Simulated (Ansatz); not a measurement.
KAsH2O4:
```
CELL_PARAMETERS angstrom
      0.00000     5.44741     3.56237
      5.38003     0.00000     3.56237
      5.38003     5.44741     0.00000
ATOMIC_POSITIONS crystal
  K  0.49779 0.49779 0.50221
  K  0.74779 0.74779 0.75221
  H  0.28585 0.96749 0.15559
  H  0.96749 0.28585 0.59107
  H  0.09441 0.65893 0.96415
  H  0.65893 0.09441 0.28251
  As 0.26762 0.26762 0.23238
  As 0.01762 0.01762 0.98238
  O  0.27713 0.95880 0.29866
  O  0.95880 0.27713 0.46541
  O  0.95134 0.78459 0.97287
  O  0.78459 0.95134 0.29120
  O  0.30288 0.97845 0.94490
  O  0.97845 0.30288 0.77376
  O  0.30510 0.47624 0.94712
  O  0.47624 0.30510 0.27155
```

Relaxed with r²SCAN.

Q: Which orbitals make up the states near the band edges in DFT-r²SCAN in the program Ansatz with PAW potentials?

A: Top 1 eV of the valence band: O 2p 97 %. Bottom 1 eV of the conduction band: K 4s 31 %, O 2p 23 %, As 4s 19 %, O 2s 17 %, H 1s 6 %. Projections are on Löwdin-orthogonalised atomic valence shells; empty p or d shells of many metals are not among them.

Q: Tabulate the density of states.

A: States/eV per cell of 16 atoms, in 0.25 eV bins, energy from the valence-band maximum.

| E (eV) | total | O 2p | As 4p | O 2s |
|---|---|---|---|---|
| -7.85 | 0.00 | 0.00 | 0.00 | 0.00 |
| -7.60 | 0.00 | 0.00 | 0.00 | 0.00 |
| -7.35 | 0.00 | 0.00 | 0.00 | 0.00 |
| -7.10 | 0.00 | 0.00 | 0.00 | 0.00 |
| -6.85 | 0.00 | 0.00 | 0.00 | 0.00 |
| -6.60 | 0.00 | 0.00 | 0.00 | 0.00 |
| -6.35 | 8.59 | 5.90 | 1.01 | 0.24 |
| -6.10 | 7.41 | 5.12 | 0.79 | 0.25 |
| -5.85 | 0.54 | 0.35 | 0.05 | 0.05 |
| -5.60 | 1.84 | 1.19 | 0.16 | 0.21 |
| -5.35 | 3.97 | 2.58 | 0.36 | 0.47 |
| -5.10 | 1.79 | 1.17 | 0.17 | 0.21 |
| -4.85 | 2.85 | 1.90 | 0.29 | 0.34 |
| -4.60 | 3.95 | 2.68 | 0.41 | 0.46 |
| -4.35 | 1.06 | 0.73 | 0.13 | 0.10 |
| -4.10 | 7.21 | 5.12 | 1.32 | 0.57 |
| -3.85 | 6.82 | 4.95 | 1.16 | 0.55 |
| -3.60 | 1.97 | 1.44 | 0.32 | 0.16 |
| -3.35 | 2.52 | 2.02 | 0.22 | 0.18 |
| -3.10 | 13.48 | 10.80 | 1.02 | 1.01 |
| -2.85 | 7.98 | 6.43 | 0.59 | 0.55 |
| -2.60 | 7.32 | 5.92 | 0.54 | 0.51 |
| -2.35 | 0.70 | 0.57 | 0.05 | 0.05 |
| -2.10 | 0.00 | 0.00 | 0.00 | 0.00 |
| -1.85 | 8.11 | 7.72 | 0.04 | 0.04 |
| -1.60 | 6.74 | 6.36 | 0.05 | 0.04 |
| -1.35 | 5.32 | 5.08 | 0.06 | 0.02 |
| -1.10 | 11.73 | 11.24 | 0.15 | 0.03 |
| -0.85 | 16.10 | 15.38 | 0.20 | 0.03 |
| -0.60 | 11.74 | 11.43 | 0.07 | 0.01 |
| -0.35 | 21.40 | 20.84 | 0.12 | 0.02 |
| -0.10 | 14.85 | 14.52 | 0.09 | 0.01 |
| 0.15 | 0.00 | 0.00 | 0.00 | 0.00 |
| 0.40 | 0.00 | 0.00 | 0.00 | 0.00 |
| 0.65 | 0.00 | 0.00 | 0.00 | 0.00 |
| 0.90 | 0.00 | 0.00 | 0.00 | 0.00 |
| 1.15 | 0.00 | 0.00 | 0.00 | 0.00 |
| 1.40 | 0.00 | 0.00 | 0.00 | 0.00 |
| 1.65 | 0.00 | 0.00 | 0.00 | 0.00 |
| 1.90 | 0.00 | 0.00 | 0.00 | 0.00 |
| 2.15 | 0.00 | 0.00 | 0.00 | 0.00 |
| 2.40 | 0.00 | 0.00 | 0.00 | 0.00 |
| 2.65 | 0.00 | 0.00 | 0.00 | 0.00 |
| 2.90 | 0.00 | 0.00 | 0.00 | 0.00 |
| 3.15 | 0.00 | 0.00 | 0.00 | 0.00 |
| 3.40 | 0.00 | 0.00 | 0.00 | 0.00 |
| 3.65 | 0.00 | 0.00 | 0.00 | 0.00 |
| 3.90 | 0.00 | 0.00 | 0.00 | 0.00 |
| 4.15 | 0.00 | 0.00 | 0.00 | 0.00 |
| 4.40 | 0.00 | 0.00 | 0.00 | 0.00 |
| 4.65 | 0.00 | 0.00 | 0.00 | 0.00 |
| 4.90 | 0.07 | 0.01 | 0.00 | 0.01 |
| 5.15 | 0.33 | 0.06 | 0.00 | 0.07 |
| 5.40 | 0.57 | 0.13 | 0.00 | 0.10 |
| 5.65 | 0.86 | 0.21 | 0.00 | 0.14 |
| 5.90 | 1.29 | 0.35 | 0.01 | 0.19 |
| 6.15 | 2.34 | 0.71 | 0.02 | 0.29 |
| 6.40 | 2.36 | 0.78 | 0.04 | 0.25 |
| 6.65 | 3.93 | 1.50 | 0.07 | 0.33 |
| 6.90 | 3.02 | 1.22 | 0.04 | 0.22 |
| 7.15 | 1.23 | 0.54 | 0.01 | 0.07 |
| 7.40 | 0.00 | 0.00 | 0.00 | 0.00 |
| 7.65 | 0.00 | 0.00 | 0.00 | 0.00 |
| 7.90 | 0.73 | 0.11 | 0.33 | 0.07 |
| 8.15 | 3.93 | 0.61 | 1.51 | 0.37 |
| 8.40 | 6.37 | 1.02 | 2.38 | 0.53 |
| 8.65 | 4.46 | 0.69 | 1.75 | 0.32 |
| 8.90 | 6.57 | 0.91 | 2.39 | 0.49 |
| 9.15 | 9.66 | 1.54 | 3.66 | 0.66 |
| 9.40 | 8.66 | 1.25 | 2.79 | 0.46 |
| 9.65 | 7.26 | 0.94 | 2.08 | 0.31 |

Space group Fdd2. The first step of the workflow began from a Materials Project structure, measured or hypothetical; the Crystallography Open Database copy checked does not list it. Its standing as an ambient phase is unchecked. The r²SCAN relaxation kept the symmetry of its start; whether a distortion lowers the energy is not shown. Spin–orbit coupling is left out wherever it is not named.

Potentials: the later of the program's two PAW sets.
